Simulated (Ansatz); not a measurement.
**Question.** Mg (hcp (Mg type), P6_3/mmc) is relaxed with LDA in the plane-wave PAW code Ansatz. What lattice parameters of the conventional cell result?

**Answer.** a = 3.147 Å, c = 5.038 Å.

The LDA relaxation kept the symmetry of its start. Axis ratios of metals converge slowly with the k-mesh, so a and c are less sure than the volume.

Potentials: the later of the program's two PAW sets.
